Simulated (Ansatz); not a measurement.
BiB (CsCl type), relaxed with r²SCAN (Ansatz, a program for electronic structure, plane waves, PAW): a = b = c = 3.3489 Å, α = β = γ = 90.00°.

- ΔH_f (eV/atom) = 1.71
- B₀ by P(V) fit (GPa) = 74.0

The same phase is relaxed and computed with PBE in the same code. What are the cell and these values now?

a = 3.354 Å, b = 3.354 Å, c = 3.354 Å, α = 90.00°, β = 90.00°, γ = 90.00°.

- ΔH_f (eV/atom): 1.58
- B₀ by P(V) fit (GPa): 71.6

Constructed cells (a structure type filled with these elements, in neither database checked): BiB, CsCl type. All cells were relaxed under the symmetry of their starts (and spin orders); stability against distortions was not tested throughout. Spin–orbit coupling is left out wherever it is not named.

Potentials: the later of the program's two PAW sets.

Ansatz is a plane-wave DFT program.

Formation energies count from the lowest solids of the elements computed at the same level, not from gases.
